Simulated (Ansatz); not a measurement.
Ansatz (a program for electronic structure) input:

Ansatz 0.2 input:
```yaml
crystal:
  lattice:
    - [4.6087742336, 0.0, 0.0]
    - [-2.3043871168, 3.9913155666, 0.0]
    - [0.0, 0.0, 7.4991759205]
  atoms:
    - { symbol: Mg, position: [0.6666666667, 0.3333333333, 0.0008380623] }
    - { symbol: Mg, position: [0.3333333333, 0.6666666667, 0.5008380623] }
    - { symbol: Te, position: [0.6666666667, 0.3333333333, 0.6243619377] }
    - { symbol: Te, position: [0.3333333333, 0.6666666667, 0.1243619377] }
kpoints:
  mp_grid: { grid: [5, 5, 3] }
hamiltonian:
  xc: hse06
  pseudopotentials: { kind: paw }
scf:
  n_extra_bands: 6
  occupations: { method: fixed }
output:
  eigenvalues: true
  eigenstates:
    e_range: [-9.0, 11.6]
    kpoints:
      - [-0.005208, 0.0, 0.0]  # VBM
      - [0.0, 0.0, 0.0]  # CBM
      - [0.0, 0.0, 0.0]  # GAMMA
      - [0.0, 0.0, 0.5]  # A
      - [0.3333333333, 0.3333333333, 0.0]  # K
      - [0.3333333333, 0.3333333333, 0.5]  # H
      - [0.5, 0.0, 0.0]  # M
      - [0.5, 0.0, 0.5]  # L
```

Output (shortened):

```
Pseudopotentials: kind: paw
Pseudopotential: Mg, paw, valence charge 10
Pseudopotential: Te, paw, valence charge 16
Functional definition: HSE06
davidson cushion auto → on  (no smearing: the cushion is to keep the highest requested band from converging to the state above it …
Crystal: 4 atoms, lattice volume = 137.948 Å³
Basis set: ecut = 420 eV, 2731 PW (Γ)
Bands: 32, of which v1, the nominal top of the filled ones, is band 26 counted from 1 (25 counted from 0)
Symmetry: 12 space group operations
Space group: P63mc (ITA 186), of the structure as read, at distance tolerance 5.2e-5 Å
k-points: 10 of 75 (time reversal used)
PAW frozen core: Mg, regenerated for the run's functional, and the local potential with it
PAW frozen core: Te, regenerated for the run's functional, and the local potential with it
Initial wavefunctions: pseudopotential atomic-orbital guess
Eigensolver: davidson
Functional: x = pbe(κ = 0.804, μ = 0.2195149727645171), c = pbe(β = 0.06672455060314922), warm-up for x = pbe(κ = 0.804, μ = 0.2195149727645171) + 0.25 (exact …
SCF iter   1: F=—  HF=-17811.044598 eV  |F-HF|=—  |Δ(HF+E_count)|=         —  Δρ=8.70e-4  dr2=2.43e-3  ethr=1.77e-3  ⟨swp⟩=11.1  Hψ=1518  notcnv=0
preconditioner: auto → none
iter 2 solved again at ethr=1.54e-7 eV; its pass at ethr=4.67e-6 eV (dr2=8.01e-5 eV) is discarded
SCF iter   2: F=-17811.044538 eV  HF=-17811.044517 eV  |F-HF|=2.02e-5  |Δ(HF+E_count)|=   8.08e-5  Δρ=2.36e-4  dr2=8.09e-5  ethr=1.54e-7  ⟨swp⟩=3.0  Hψ=1864  notcnv=0
SCF 1 stopped early in 2 iterations: F = -17811.044538 eV  dr2 = 8.09e-5
Crystal: 4 atoms, lattice volume = 137.948 Å³
Initial density: handed on by an earlier stage of this run
Initial wavefunctions: those handed on with the density
Functional: x = pbe(κ = 0.804, μ = 0.2195149727645171) + 0.25 (exact − pbe) at short range (hse, ω = 0.20786987370883472 Å⁻¹), c = pbe(β = 0.06672455060314922); HSE06 as pw.x's `hse` composes it (authors' and Libxc's form: `xc: wpbeh`)
Exchange kernel: α = 0.2500, screened, ω = 0.2079 Å⁻¹, Wigner–Seitz truncation, v(0) = 1046.5312 eV·Å³, q-mesh 5×5×3, nearest image of the exchange supercell L …
Frozen-core exchange: fock
SCF iter   1: F=—  HF=-17820.958974 eV  |F-HF|=—  |Δ(HF+E_count)|=         —  Δρ=2.98e-3  dr2=7.79e-3  ethr=1.56e-6  ⟨swp⟩=7.6  Hψ=1600  notcnv=0
preconditioner: auto → none
SCF iter   2: F=—  HF=-17820.954834 eV  |F-HF|=—  |Δ(HF+E_count)|=   4.14e-3  Δρ=1.11e-3  dr2=1.36e-3  ethr=1.56e-6  ⟨swp⟩=4.0  Hψ=1115  notcnv=0
SCF iter   3: F=—  HF=-17820.960527 eV  |F-HF|=—  |Δ(HF+E_count)|=   5.69e-3  Δρ=5.27e-4  dr2=2.76e-4  ethr=1.54e-6  ⟨swp⟩=4.0  Hψ=960  notcnv=0
SCF iter   4: F=—  HF=-17820.960474 eV  |F-HF|=—  |Δ(HF+E_count)|=   5.24e-5  Δρ=1.18e-4  dr2=1.96e-5  ethr=4.98e-7  ⟨swp⟩=3.0  Hψ=761  notcnv=0
SCF iter   5: F=-17820.960547 eV  HF=-17820.960547 eV  |F-HF|=1.32e-7  |Δ(HF+E_count)|=   7.24e-5  Δρ=3.55e-5  dr2=1.61e-6  ethr=2.36e-8  ⟨swp⟩=4.6  Hψ=1044  notcnv=0
SCF 2 stopped early in 5 iterations: F = -17820.960547 eV  dr2 = 1.61e-6
hybrid outer 1: dexx = +6.760e-3 eV, tail = 1.34e-4 eV
Crystal: 4 atoms, lattice volume = 137.948 Å³
Exchange kernel: α = 0.2500, screened, ω = 0.2079 Å⁻¹, Wigner–Seitz truncation, v(0) = 1046.5312 eV·Å³, q-mesh 5×5×3, nearest image of the exchange supercell L …
Frozen-core exchange: fock
SCF iter   1: F=—  HF=-17820.960550 eV  |F-HF|=—  |Δ(HF+E_count)|=         —  Δρ=3.03e-5  dr2=1.76e-6  ethr=1.28e-6  ⟨swp⟩=2.2  Hψ=712  notcnv=0
preconditioner: auto → none
iter 2 solved again at ethr=1.88e-10 eV; its pass at ethr=3.30e-9 eV (dr2=9.80e-8 eV) is discarded
SCF iter   2: F=—  HF=-17820.960549 eV  |F-HF|=—  |Δ(HF+E_count)|=   5.74e-7  Δρ=1.05e-5  dr2=1.47e-7  ethr=1.88e-10  ⟨swp⟩=2.1  Hψ=1789  notcnv=0
SCF iter   3: F=-17820.960549 eV  HF=-17820.960549 eV  |F-HF|=1.68e-9  |Δ(HF+E_count)|=   1.42e-8  Δρ=2.91e-6  dr2=3.18e-8  ethr=1.88e-10  ⟨swp⟩=3.0  Hψ=845  notcnv=0
SCF 3 converged in 3 iterations: F = -17820.960549 eV  dr2 = 3.18e-8
hybrid outer 2: dexx = +2.713e-7 eV, tail = 9.25e-8 eV, Δε = 2.49e-3 eV (about 1.85e-4 eV left of the loop's levels)
NSCF: frozen V_eff on 8 k-points
hybrid SCF converged: 2 outer / 8 inner (+2 warm-up), last move |dexx| = 2.71e-7 eV, tail = 9.25e-8 eV
Stability not checked (fock_operator)
Free energy (F): -17820.960550 eV
Frozen-core exchange: fock
Harris-Foulkes:  -17820.960550 eV  (|F-HF|=1.68e-9)
Internal energy: -17820.960550 eV  (E = F + TS)
E sigma→0 (E₀):  -17820.960550 eV
Fermi energy:    3.594179 eV
--- Per-component energies (eV) ---
  E_band       = -1482.458903
  E_kinetic    = 511.810051
  E_local      = -6679.667404  (includes V_loc(G=0)·N_el)
  E_nonlocal   = -432.450068
  E_hartree    = 3179.386441
  E_xc         = -247.641040
  E_vxc        = -227.960557  (∫ρ·V_xc dr)
  E_exx        = -193.171240  (= α·E_x^exact, valence–valence)
  E_paw        = -9786.682797  (= ΣΔE_a)
  E_vpaw       = -626.622061  (= ΣTr[D̂ρ^β])
  E_aug_tail   = -0.000350  (compensation charges beyond the density's cutoff)
  E_ewald      = -4172.112962
  E_core_change = -0.431181  (= ΣΔE_core)
  E_smearing   =  0.000000  (= −TS)
  E_closure    =  0.000000  (closes the sum)
  Σ components = -17820.960550   (vs F -17820.960550, Δ=0.00e0)
  [band-id]    e_kinetic+e_local+e_nonlocal+2·e_hartree+e_vxc+2·e_exx+e_vpaw+e_augmentation_tail = -1482.459987   (vs E_band -1482.458903, Δ=-1.08e-3)
--- Band table (eV; the first three rows and the last of 10) ---
  k-point 0: bands = ["-76.6340", "-76.6340", "-41.5255", "-41.5251", "-41.5245", "-41.5245", "-41.5244", "-41.5244", "-33.7120", "-33.7120", "-33.7113", "-33.7113", "-33.7113", "-33.7113", "-33.7032", "-33.7032", "-33.7029", "-33.7029", "-7.5008", "-6.8423", "0.1650", "3.0737", "3.0737", "3.5859", "3.5859", "3.5942", "6.8118", "7.3507", "9.7483", "9.7483", "10.1342", "10.7615"]
  k-point 1: bands = ["-76.6340", "-76.6340", "-41.5254", "-41.5252", "-41.5245", "-41.5245", "-41.5244", "-41.5244", "-33.7120", "-33.7120", "-33.7113", "-33.7113", "-33.7113", "-33.7113", "-33.7031", "-33.7031", "-33.7029", "-33.7029", "-7.3561", "-7.0299", "0.8080", "2.3736", "3.1921", "3.1921", "3.4474", "3.4474", "7.6200", "7.7583", "9.8289", "9.8289", "9.8790", "10.2979"]
  k-point 2: bands = ["-76.6340", "-76.6340", "-41.5255", "-41.5251", "-41.5246", "-41.5246", "-41.5245", "-41.5244", "-33.7120", "-33.7119", "-33.7114", "-33.7113", "-33.7112", "-33.7112", "-33.7031", "-33.7031", "-33.7029", "-33.7028", "-7.3225", "-6.7485", "0.4217", "1.9533", "2.3724", "2.7573", "3.3958", "3.4317", "7.9367", "8.1323", "9.5515", "9.8943", "10.2040", "10.5703"]
  k-point 9: bands = ["-76.6340", "-76.6340", "-41.5254", "-41.5253", "-41.5247", "-41.5247", "-41.5246", "-41.5246", "-33.7119", "-33.7118", "-33.7113", "-33.7113", "-33.7111", "-33.7111", "-33.7030", "-33.7029", "-33.7029", "-33.7028", "-6.7464", "-6.6726", "0.3853", "0.5470", "1.6791", "2.1510", "2.5513", "2.9024", "8.0470", "8.7576", "9.2560", "9.2705", "10.1886", "11.3122"]
  band table: 32 of 32 bands, residual norms ≤ 1.0e-3 eV
```

Cost: around 4 core-minutes (rough) on shared cores.

The points marked VBM and CBM come from a semilocal run.

Space group P6_3mc (wurtzite). The PBE relaxation kept the symmetry of its start; of distortions, only those at the zone centre were tested. Spin–orbit coupling is left out wherever it is not named.

Potentials: the later of the program's two PAW sets.

Ansatz is a plane-wave DFT program.
